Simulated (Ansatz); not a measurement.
Ta:
```xyz
1
Lattice="-1.6428 1.6428 1.6428 1.6428 -1.6428 1.6428 1.6428 1.6428 -1.6428" Properties=species:S:1:pos:R:3 pbc="T T T"
Ta     0.0000     0.0000     0.0000
```

Relaxed with PBE+D3(BJ). Special points in fractions of this cell's reciprocal vectors: Γ (0.000, 0.000, 0.000); H (0.500, -0.500, 0.500); N (0.000, 0.000, 0.500); P (0.250, 0.250, 0.250).

**Question.** List the band energies nearest the Fermi level at these points for PBE+D3(BJ) in the plane-wave PAW code Ansatz.

**Answer.** In eV from the Fermi level; about four levels below and three above (degenerate sets whole), none deeper than 8.9 eV; points with the same levels are listed once.

| k | below | above |
|---|---|---|
| Γ | -7.95 | 0.74 0.74 0.74 |
| H | -3.90 -3.90 | 6.97 6.97 6.97 |
| N | -4.44 -1.58 | 1.66 3.96 5.01 |
| P | -1.24 -1.24 -1.24 | 5.19 5.19 7.26 |

Space group Im-3m (bcc (W type)). Symmetry was held in the PBE+D3(BJ) relaxation. The run is not spin-polarised. The pairwise dispersion correction was not fitted to metals. Spin–orbit coupling is left out wherever it is not named.

Potentials: the later of the program's two PAW sets.
